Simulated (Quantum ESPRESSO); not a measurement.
**Band energies of Ba$_{2}$SrWO$_{6}$**

```
Ba2SrWO6
1.0
    5.29368    -3.06214     0.00000
    5.29368     3.06214     0.00000
   -3.55592     0.00000     5.09640
O Sr Ba W
6 1 2 1
Direct
  0.68468   0.23242   0.17683
  0.31532   0.76758   0.82317
  0.76758   0.31532   0.82317
  0.23242   0.68468   0.17683
  0.71914   0.71914   0.29322
  0.28086   0.28086   0.70678
  0.00000   0.00000   0.50000
  0.24736   0.24736   0.23907
  0.75264   0.75264   0.76093
  0.50000   0.50000   0.00000
```

norm-conserving PBEsol (Quantum ESPRESSO, 84 Ry, scalar-relativistic); path XΓY,LΓZ,NΓM,RΓ; energies in eV from the valence-band maximum.

```
k (1/Å)  point  band 36  band 37  band 38  band 39  band 40  band 41  band 42  band 43
-------  -----  -------  -------  -------  -------  -------  -------  -------  -------
0.00         X    -0.70    -0.59    -0.51    -0.27     0.00     3.34     3.47     3.50
0.41              -0.50    -0.46    -0.33    -0.27    -0.16     3.13     3.23     3.27
0.62         Γ    -0.41    -0.37    -0.36    -0.30    -0.25     3.05     3.17     3.20
0.83              -0.59    -0.51    -0.29    -0.28    -0.25     3.18     3.24     3.29
1.24         Y    -0.81    -0.72    -0.50    -0.29    -0.19     3.41     3.52     3.60
1.24         L    -0.74    -0.63    -0.46    -0.46    -0.08     2.81     3.71     3.76
1.48              -0.61    -0.47    -0.45    -0.40    -0.13     2.90     3.60     3.67
1.96         Γ    -0.41    -0.37    -0.36    -0.30    -0.25     3.05     3.17     3.20
2.38              -0.68    -0.58    -0.36    -0.27    -0.15     3.22     3.38     3.55
2.59         Z    -0.77    -0.60    -0.37    -0.32    -0.14     3.29     3.44     3.66
2.59         N    -0.60    -0.60    -0.54    -0.49    -0.13     2.73     3.64     3.81
2.95              -0.53    -0.47    -0.33    -0.32    -0.17     2.92     3.49     3.56
3.32         Γ    -0.41    -0.37    -0.36    -0.30    -0.25     3.05     3.17     3.20
3.68              -0.51    -0.46    -0.40    -0.31    -0.18     2.99     3.46     3.54
4.04         M    -0.74    -0.63    -0.46    -0.46    -0.08     2.81     3.71     3.76
4.04         R    -0.81    -0.72    -0.50    -0.29    -0.19     3.41     3.52     3.60
4.19              -0.79    -0.69    -0.45    -0.28    -0.19     3.36     3.47     3.53
4.66         Γ    -0.41    -0.37    -0.36    -0.30    -0.25     3.05     3.17     3.20
```

The PBEsol gap is indirect, 2.73 eV, from X to N; the smallest direct gap is 2.86 eV.

Without spin-orbit coupling, band edges of such heavy elements can be off by tenths of an eV.

Geometry of the Materials Project entry, not relaxed at this level.

The structure is a Materials Project entry; no match was found in the copy of COD used, and its stability was not checked.
